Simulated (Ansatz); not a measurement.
Theory: DFT PBE, scalar-relativistic, plane waves, PAW (Ansatz 0.2.0). Settings: cutoff 420 eV, Γ-centred meshes spaced at most about 0.3 Å⁻¹, and about 0.25 Å⁻¹ or finer for metals (2π included), Gaussian smearing. No spin polarisation in the final relaxations.

Each of these unrelaxed guesses is relaxed in cell and atoms within its symmetry. A guess keeps its type if space group and coordination stay and the shape of the cell changes little (axis ratios within about 15 %, angles within 6°); the volume may change.

1. SiF

```
CELL_PARAMETERS angstrom
3.13269 0.00000 0.00000
-1.56634 2.71299 0.00000
0.00000 0.00000 10.32276
ATOMIC_POSITIONS crystal
Si 0.66667 0.33333 0.12500
Si 0.66667 0.33333 0.37500
Si 0.33333 0.66667 0.62500
Si 0.33333 0.66667 0.87500
F 0.00000 0.00000 0.00000
F 0.33333 0.66667 0.25000
F 0.00000 0.00000 0.50000
F 0.66667 0.33333 0.75000
```

2. Li7Sb

```
CELL_PARAMETERS angstrom
3.02342 -4.41384 0.00000
3.02342 4.41384 0.00000
-2.99850 0.00000 4.59938
ATOMIC_POSITIONS crystal
Li 0.00000 0.50000 0.00000
Li 0.50000 0.00000 0.00000
Li 0.55254 0.92982 0.33072
Li 0.07018 0.44746 0.66928
Li 0.44746 0.07018 0.66928
Li 0.92982 0.55254 0.33072
Li 0.50000 0.50000 0.50000
Sb 0.00000 0.00000 0.00000
```

3. BiBTe3

```
CELL_PARAMETERS angstrom
4.31552 0.00000 0.00000
0.00000 4.31552 0.00000
0.00000 0.00000 9.37355
ATOMIC_POSITIONS crystal
B 0.50000 0.50000 0.50000
Bi 0.00000 0.00000 0.50000
Te 0.00000 0.00000 0.71395
Te 0.00000 0.00000 0.28605
Te 0.00000 0.00000 0.00000
```

4. H6Pb

```
CELL_PARAMETERS angstrom
-2.56164 2.56164 2.56164
2.56164 -2.56164 2.56164
2.56164 2.56164 -2.56164
ATOMIC_POSITIONS crystal
H 0.50000 0.75000 0.25000
H 0.50000 0.25000 0.75000
H 0.25000 0.50000 0.75000
H 0.75000 0.50000 0.25000
H 0.75000 0.25000 0.50000
H 0.25000 0.75000 0.50000
Pb 0.00000 0.00000 0.00000
```

Task: Which keep their type?

Result: Guess 4 keeps its type.

```tsv
guess	kept	start group	end group	V start (Å³/atom)	V end	b/a and c/a, end over start	nearest neighbours start	nearest neighbours end
1	no	P6_3/mmc	P6_3/mmc	11.0	14.1	1.00, 0.61	F 6, Si 6	F 6/8, Si 11
2	no	C2/m	C2/m	15.3	21.1	0.99, 0.78	Li 2/10, Sb 6	Li 2/5/6, Sb 6
3	no	P4/mmm	P4/mmm	34.9	30.2	1.00, 1.77	B 4, Bi 2, Te 1/2	B 4, Bi 4, Te 5/6
4	yes	Im-3m	Im-3m	9.6	7.0	1.00, 1.00	H 4, Pb 24	H 4, Pb 24
```

Neighbours count within 15 % of an atom's shortest distance; end groups are read at 0.02 Å (0.05 Å in metals).

Spin–orbit coupling, which can matter for Bi, Pb, Sb and Te, is left out. Cells relaxed within their symmetry can be saddle points.

In counts of neighbours, a slash parts the counts of unlike sites.
